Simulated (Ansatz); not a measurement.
Cs:
```
Cs
1.0
   -2.58068     2.58068     9.49011
    2.58068    -2.58068     9.49011
    2.58068     2.58068    -9.49011
Cs
2
Direct
  0.25000   0.75000   0.50000
  0.50000   0.50000   0.00000
```

Relaxed with r²SCAN. Special points in fractions of this cell's reciprocal vectors: Γ (0.000, 0.000, 0.000); X (0.000, 0.000, 0.500); P (0.250, 0.250, 0.250); N (0.000, 0.500, 0.000); M (0.500, 0.500, -0.500); S (0.268, 0.732, -0.268); S0 (-0.268, 0.268, 0.268); R (-0.037, 0.037, 0.500); G (0.500, 0.500, -0.037).

List the band energies nearest the Fermi level at these points for r²SCAN with spin–orbit coupling in the plane-wave PAW code Ansatz.

In eV from the Fermi level; about four levels below and three above (degenerate sets whole), none deeper than 8.9 eV; points with the same levels are listed once.

```csv
k,below,above
Γ,-1.72 -1.72,0.00 0.00 0.42 0.42
X,–,0.49 0.49 0.49 0.49
P,–,0.49 0.49 0.50 0.50
N,-0.06 -0.06,0.20 0.20 0.41 0.41
M,-1.16 -1.16 -1.16 -1.16,1.34 1.34 1.34 1.34
S,–,0.01 0.01 0.16 0.16
R,–,0.48 0.48 0.49 0.49
```

Space group I4_1/amd. The first step of the workflow began from a Materials Project structure, measured or hypothetical; the Crystallography Open Database copy checked does not list it. It is not the phase usual at ambient conditions (space group No. 229). The cell was relaxed with r²SCAN under the symmetry of its start; its stability against distortions is not shown here.

Potentials: the earlier of the program's two PAW sets.
